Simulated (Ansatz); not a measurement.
Calculated with Ansatz: Ir, relaxation

The input file (Ansatz 0.2.0, plane waves):

```yaml
crystal:
  lattice:
    - [0.0, 0.0, 2.46501576]
    - [2.28956394, -2.17598082, 1.23250788]
    - [2.28956394, 2.17598082, -1.23250788]
  atoms:
    - { symbol: Ir, position: [0.443, 0.75, 0.25] }
    - { symbol: Ir, position: [0.557, 0.25, 0.75] }
  symmetry: { tolerance: 0.0003 }
kpoints:
  mp_grid: { grid: [8, 8, 8], shift: [0, 0, 0] }
magnetization:
  spin_polarized: false
scf:
  occupations: { method: fermi_dirac }
  lower_state_search: "off"
hamiltonian:
  pseudopotentials: { kind: paw }
  xc: r2scan
basis:
  ecutwfc: 500
  fft_grid_basis: typed
relax:
  max_steps: 80
  cell: { p_target: 0.0 }
  f_tol: 0.03
output:
  forces: true
  stress: true
  eigenvalues: true
  bader: true
  populations: true
  elf: true
  write_potential: true
  volumetric_format: npy
  dos:
    e_range: [-12, 8]
    de: 0.05
    projected: { site_lists: { Ir: [Ir] } }
  write_density: true
checkpoint:
  read: saved_state
```

The command:

```bash
ansatz run input.yaml --threads 2 --pin off --max-ram 2560MiB --backend cpu --events-out ev --progress --plain --runs-dir out
```

Origin of the cell: a known structure type with other elements, at an estimated volume, so it need not be a known compound.

The smearing width isn't typed, so it takes its default of 0.1 eV.

The saved state is a converged single point of the same cell.

Steps («new basis» is an SCF on plane waves selected anew at the same cell):

```
step  ΔF (meV/atom)  max force component (eV/Å)  P (GPa)  volume (Å³)  SCF iterations   step was
   1            0.0                       1.333   135.49        24.56               5   accepted
   2         -905.2                       0.749    50.75        27.69              12   accepted
   3        -1198.3                       0.373    10.73        30.15               9   accepted
   4        -1232.4                       0.004    -0.48        31.19               6   accepted
   5        -1232.9                       0.000     0.46        31.12               5   accepted
   6        -1233.0                       0.000     0.00        31.16               4   accepted
   7        -1236.5                       0.000     0.00        31.16               6  new basis
```

Step 1, with forces in eV/Å:

```xyz
2
Lattice="0.000 0.000 2.465 2.290 -2.176 1.233 2.290 2.176 -1.233" Properties=species:S:1:pos:R:3:forces:R:3 pbc="T T T" step=1
Ir    2.290   -1.088    1.708    0.000    0.000    1.333
Ir    2.290    1.088    0.757    0.000    0.000   -1.333
```

Step 2, with forces in eV/Å:

```xyz
2
Lattice="0.000 0.000 2.555 2.401 -2.256 1.278 2.401 2.256 -1.278" Properties=species:S:1:pos:R:3:forces:R:3 pbc="T T T" step=2
Ir    2.401   -1.128    1.791    0.000    0.000    0.749
Ir    2.401    1.128    0.764    0.000    0.000   -0.749
```

Step 3, with forces in eV/Å:

```xyz
2
Lattice="0.000 0.000 2.649 2.516 -2.262 1.325 2.516 2.262 -1.325" Properties=species:S:1:pos:R:3:forces:R:3 pbc="T T T" step=3
Ir    2.516   -1.131    1.942    0.000    0.000    0.373
Ir    2.516    1.131    0.707    0.000    0.000   -0.373
```

Step 4, with forces in eV/Å:

```xyz
2
Lattice="0.000 0.000 2.645 2.576 -2.289 1.323 2.576 2.289 -1.323" Properties=species:S:1:pos:R:3:forces:R:3 pbc="T T T" step=4
Ir    2.576   -1.144    1.984    0.000    0.000   -0.004
Ir    2.576    1.144    0.661    0.000    0.000    0.004
```

Step 5, with forces in eV/Å:

```xyz
2
Lattice="0.000 0.000 2.629 2.584 -2.290 1.315 2.584 2.290 -1.315" Properties=species:S:1:pos:R:3:forces:R:3 pbc="T T T" step=5
Ir    2.584   -1.145    1.972    0.000    0.000    0.000
Ir    2.584    1.145    0.657    0.000    0.000    0.000
```

Step 7, with forces in eV/Å:

```xyz
2
Lattice="0.000 0.000 2.632 2.582 -2.292 1.316 2.582 2.292 -1.316" Properties=species:S:1:pos:R:3:forces:R:3 pbc="T T T" step=7
Ir    2.582   -1.146    1.974    0.000    0.000    0.000
Ir    2.582    1.146    0.658    0.000    0.000    0.000
```

| Property | Result |
| --- | --- |
| Free energy lowered by | 1236.5 meV/atom |
| Volume change | 26.85 % |
| Final pressure | 0.00 GPa |
| Relaxation steps listed | 7 |

Caveats: no moments, though an odd count or open d shells may carry them; no spin-orbit coupling, though heavy elements are present; the k mesh is coarse if the cell is a metal; the relaxation held the start's symmetry, so the end may be a saddle point.

The run took 120 s of wall time on 2 CPU thread(s) of a shared host, from a saved density.
